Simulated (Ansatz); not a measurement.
AlGaN2: energy along a strain

AlGaN2, P-4m2, a = 3.141 Å, c = 4.424 Å (as given, not relaxed at this level: -5.0 GPa, forces to 0.20 eV/Å). The structure is a Materials Project entry; whether it is the stable form wasn't checked. Ansatz: LDA, PAW, 420 eV, Γ-centred 8×8×6 mesh on 4 atoms, Gaussian smearing 0.05 eV; no spin polarisation. Cell vectors (Å): 3.141 0.000 0.000; 0.000 3.141 0.000; 0.000 0.000 4.424. The cell is strained by x per cent times the pattern (1 1 0 0 0 0) in the order xx yy zz yz xz xy (engineering shears), with fractional coordinates held. y is the free energy over the start, V0 = 10.910 Å³/atom.

| x (%) | y (meV/atom) |
| --- | --- |
| -2.00 | -1.29 |
| -1.50 | -3.32 |
| -1.00 | -3.73 |
| -0.50 | -2.62 |
| 0.00 | 0.00 |
| 0.50 | 4.03 |
| 1.00 | 9.49 |
| 1.50 | 16.29 |
| 1.75 | ? |
| 2.00 | 24.41 |

Question: Fit y = c1 x + c2 x² + c3 x³ to the other rows, get the stiffness along the pattern, and predict the missing energy.

Answer: Least squares on the rows shown. y = 6.6730 x + 2.8876 x² − 0.061818 x³. The clamped-ion stiffness p·C·p = 2 × 28.88 eV × 160.2 / 10.910 Å³ = 848 GPa (second derivative at the start, which stands under stress). At x = 1.75 the fit asked for gives 20.19 meV/atom. The run gave 20.17 meV/atom, so the fit is 0.02 meV/atom too high, within twice the rms miss on the fitted rows (0.01 meV/atom).